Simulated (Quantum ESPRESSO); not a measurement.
# CsBr: one setting swept

```yaml
crystal:
  lattice:
    - [4.32562, 0.00000, 0.00000]
    - [0.00000, 4.32562, 0.00000]
    - [0.00000, 0.00000, 4.32562]
  atoms:
    - { symbol: Cs, position: [0.00000, 0.00000, 0.00000] }
    - { symbol: Br, position: [0.50000, 0.50000, 0.50000] }
```
Geometry: a computed entry of the Materials Project; it was not checked against measured cells. It is CsBr in Pm-3m. Stability against distortions was not tested.

Method: PBE GIPAW on JTH datasets (Quantum ESPRESSO, modified build); kept fixed: cutoff 20 Ha. Costs are rough, from a shared machine. These are absolute shieldings with no macroscopic susceptibility term; δ = σ_ref − σ needs a reference computed alike. No spin–orbit coupling; Cs is the heaviest element present. The datasets of Br hold no d projectors, which limits absolute σ on these atoms.

```tsv
k-mesh	σ_iso Cs (ppm)	σ_iso Br (ppm)	f-sum rule missed by (%)	irreducible k-points	rough cost ratio
2×2×2 shifted	5641.9	2414.1	2.7	1	about 1
3×3×3 shifted	5414.4	2492.8	0.46	4	about 1
4×4×4 shifted	5366.4	2432.5	0.09	4	2
5×5×5 shifted	5351.5	2413.7	0.02	10	5
7×7×7 shifted	5347.5	2406.8	0.00	20	7
```

Largest spread: σ_iso Cs (ppm) moves over 294.4 across the rows.
